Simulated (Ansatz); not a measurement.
Phonon spectrum of AlGa$_{2}$P$_{3}$

The calculation used DFT PBE, scalar-relativistic, plane waves, PAW in Ansatz. Settings: 420 eV plane-wave cutoff, Γ-centred 12×12×4 mesh, fixed occupations. No spin polarisation. Phonons by linear response, acoustic sum rule imposed.

Relaxed structure:
```xyz
6
Lattice="3.8944 0.0000 0.0000 -1.9472 3.3727 0.0000 0.0000 0.0000 9.5374" Properties=species:S:1:pos:R:3 pbc="T T T"
Al    0.0000    0.0000    9.5348
Ga    0.0000    2.2485    6.3577
Ga    1.9472    1.1242    3.1804
P     0.0000    2.2485    8.7489
P     1.9472    1.1242    5.5629
P     0.0000    0.0000    2.3804
```

The structure comes from a generated guess, relaxed at this level; another structure or a mixture of phases may lie lower. The q mesh is coarse, so values between its points are rough. The run warned that its linear response isn't converged on this k mesh, so dielectric tensors, Born charges and infrared intensities are rough, and the frequencies may be too.

Force constants from linear response on a 2×2×1 q mesh.

Path: Γ–M–K–Γ–A–L–H–A | L–M | H–K. Only the points of the 2×2×1 mesh were computed; the rest is interpolation, which is rough on so few points. On the mesh no mode is imaginary. Distance along the path (Å⁻¹), then the branches (cm⁻¹, negative for imaginary; the LO field is included):
```
0.000  0 0 0 74 74 91 91 190 240 338 340 343 352 359 359 424 430 446
0.233  32 32 76 80 97 98 122 190 238 337 338 342 351 356 361 422 426 444
0.466  60 68 90 114 119 135 160 210 244 333 337 342 348 354 362 415 417 438
0.699  82 96 97 116 127 150 191 236 280 328 336 341 344 350 362 403 411 427
0.931  91 98 106 114 132 145 207 247 294 330 336 341 347 348 362 392 408 421
1.066  94 98 108 116 144 148 207 246 292 329 336 339 348 348 362 389 411 421
1.200  96 98 111 130 150 173 205 242 288 326 333 338 348 350 359 384 414 420
1.335  95 97 113 146 156 197 205 237 284 324 329 337 350 352 356 378 416 420
1.469  95 97 114 153 158 205 207 235 282 323 328 335 351 353 354 375 416 421
1.738  87 103 114 138 146 180 195 235 276 327 329 340 348 351 358 392 414 423
2.007  65 91 99 124 131 138 164 217 248 331 336 342 348 354 360 411 419 431
2.276  33 46 82 84 101 103 129 190 237 337 338 342 352 356 361 420 426 443
2.545  0 0 0 74 74 91 91 190 240 338 340 343 352 359 359 424 430 446
2.586  6 6 15 74 74 91 91 188 243 338 338 343 343 357 370 424 424 454
2.668  18 18 45 69 69 94 94 175 250 338 338 343 343 355 372 424 424 453
2.751  30 30 61 61 74 96 96 155 258 338 338 343 343 352 373 424 424 453
2.833  40 40 53 53 97 97 100 133 263 338 338 343 343 350 374 424 424 453
2.991  45 51 54 58 99 102 114 128 262 336 338 343 345 351 370 424 429 449
3.224  60 70 71 80 109 131 149 170 256 328 337 342 352 354 360 420 428 438
3.456  76 78 88 94 122 159 187 222 265 320 336 341 348 357 360 411 414 432
3.689  73 89 97 118 131 155 215 242 287 326 336 341 345 356 360 396 409 422
3.873  72 94 100 124 135 150 218 244 289 329 336 341 344 356 361 391 409 420
4.007  74 108 108 125 142 159 215 241 288 327 335 342 346 355 359 387 412 419
4.142  83 110 122 136 142 181 211 237 286 325 332 341 348 354 356 380 414 419
4.276  95 105 124 145 146 195 211 235 285 325 329 338 350 353 355 376 414 420
4.478  92 102 129 142 143 191 210 235 284 323 330 340 350 353 355 379 414 420
4.747  76 86 111 117 150 158 192 225 269 317 337 343 350 353 358 406 413 425
5.016  64 72 80 86 118 137 155 182 256 325 337 342 352 355 360 417 428 435
5.285  46 53 55 60 99 103 116 129 262 336 338 343 345 351 369 424 430 448
5.419  72 91 98 124 132 150 218 244 290 330 336 341 344 356 361 392 408 420
5.501  77 91 98 121 132 151 216 245 290 330 336 341 343 357 360 392 408 420
5.584  89 91 98 116 132 152 212 246 292 332 336 341 341 356 360 392 408 421
5.666  91 98 102 113 132 148 208 247 293 331 336 341 343 352 362 392 408 421
5.748  91 98 106 114 132 145 207 247 294 330 336 341 347 348 362 392 408 421
5.790  98 103 123 146 148 196 212 235 285 326 328 337 351 353 355 375 415 420
5.872  97 101 120 148 152 198 211 235 284 325 328 337 352 353 354 375 415 420
5.954  96 99 116 151 156 201 210 235 283 324 328 336 352 352 354 375 416 420
6.037  95 97 114 153 158 204 207 235 282 323 328 335 352 353 354 375 416 420
```
